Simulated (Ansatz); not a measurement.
**K₄Sn: start and end of a relaxation**

Recipe of this trial structure of K₄Sn: Hg4Pt type (Im-3m) distorted into a subgroup (I-43m, No. 217) (largest shift (Å) 0.37). Its size is a rough estimate.

start:

Space group I-43m (No. 217). a = 6.909 Å, b = 6.909 Å, c = 6.909 Å, α = 90.00°, β = 90.00°, γ = 90.00°
```
atom  site  symmetry       x       y       z
   K    8c       .3m  0.2809  0.2809  0.2809
  Sn    2a      -43m  0.0000  0.0000  0.0000
```

These are results of DFT PBE, scalar-relativistic, plane waves, PAW (Ansatz 0.2.0), not measurements. Cutoff 420 eV, Gaussian smearing, Γ-centred meshes. Cell and atoms relax first on a coarse mesh and then on a finer one. In between, the cell is made exact in the group found at 0.06 Å. In metals the finer mesh still leaves noise of several meV/atom or more. The steps can't lower the symmetry of their start. No spin polarisation.

end:

Space group Im-3m (No. 229). a = 8.471 Å, b = 8.471 Å, c = 8.471 Å, α = 90.00°, β = 90.00°, γ = 90.00°
```
atom  site  symmetry       x       y       z
   K    8c      .-3m  0.2500  0.2500  0.2500
  Sn    2a      m-3m  0.0000  0.0000  0.0000
```

The symmetry goes from I-43m (No. 217) to Im-3m (No. 229). The volume per atom grows by 84.3 %, from 33.0 to 60.8 Å³. The shortest distance goes from 2.62 Å (K–Sn) to 3.67 Å (K–Sn). The energy falls by about 1.1 eV/atom (the start's value is from the coarse mesh).

* Volume per atom: 60.78 Å³
* Density: 1.50 g/cm³
* Formation energy: −0.04 eV/atom
* Gap on the 6×6×6 mesh of the 5-atom cell: 0 eV (a metal)

Energies over the elements count from the elements' standard structures at the same level, with no fitted energy shifts. The references include grey tin. It lies below the elements, which doesn't yet make it stable against other compounds or structures.

The last run used Gaussian smearing of 0.10 eV. The k mesh leaves some 4 meV/atom of noise in the energy of each metallic cell. Symmetry constrained the relaxation, so the result can be a saddle point. In all, the 3 runs took 74 s on 1 thread of Intel(R) Xeon(R) Processor @ 2.70GHz (shared host).
